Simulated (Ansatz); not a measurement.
Relaxed ZnO (wurtzite):

```xyz
4
Lattice="3.2298 0.0000 0.0000 -1.6149 2.7970 0.0000 0.0000 0.0000 5.2148" Properties=species:S:1:pos:R:3 pbc="T T T"
Zn     1.6149     0.9323     0.0106
Zn     0.0000     1.8647     2.6180
O      1.6149     0.9323     3.2496
O      0.0000     1.8647     0.6422
```

These are PBEsol (plane waves to 420 eV, PAW, scalar-relativistic; Ansatz, an electronic-structure program) values and carry that method's errors. k mesh 9×9×5 (Γ-centred), Fermi-Dirac smearing 0.05 eV. ZnO was relaxed with its symmetry unable to fall.

One atom of the cell was then moved (with its periodic images), all else fixed, and the forces (eV/Å) came out as:

```
atom     Fx     Fy      Fz
----  -----  -----  ------
Zn1   0.000  0.000  -2.024
Zn2   0.000  0.000  11.353
O3    0.000  0.000  -0.791
O4    0.000  0.000  -8.538
```

Q: Which atom was moved, and by which vector (Å)?

A: Zn2, by (0.00, 0.00, -0.39), 0.39 Å in all.

(A displaced cell: forces are minus the slopes of the energy, force constants its curvatures, and phonons follow from these.)
